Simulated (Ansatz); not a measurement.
HfO2:
```xyz
3
Lattice="0.0000 2.5292 2.5292 2.5292 0.0000 2.5292 2.5292 2.5292 0.0000" Properties=species:S:1:pos:R:3 pbc="T T T"
Hf     0.0000     0.0000     0.0000
O      1.2646     1.2646     1.2646
O      3.7938     3.7938     3.7938
```

Relaxed with r²SCAN.

Give the Bader charges and basin volumes of the independent atoms, plane-wave PAW r²SCAN (Ansatz code).



```
atom  Bader charge (e)  Bader volume (Å³)
----  ----------------  -----------------
Hf1              +2.77                9.6
O2               -1.39               11.4
```

Space group Fm-3m (fluorite). This is a known high-temperature phase of the composition, computed here at zero pressure and temperature. The r²SCAN relaxation kept the symmetry of its start; its stability against distortions is not shown here. No spin polarisation was allowed. Scalar-relativistic: spin–orbit coupling is off unless named, which matters more the heavier the elements.

Potentials: the later of the program's two PAW sets.
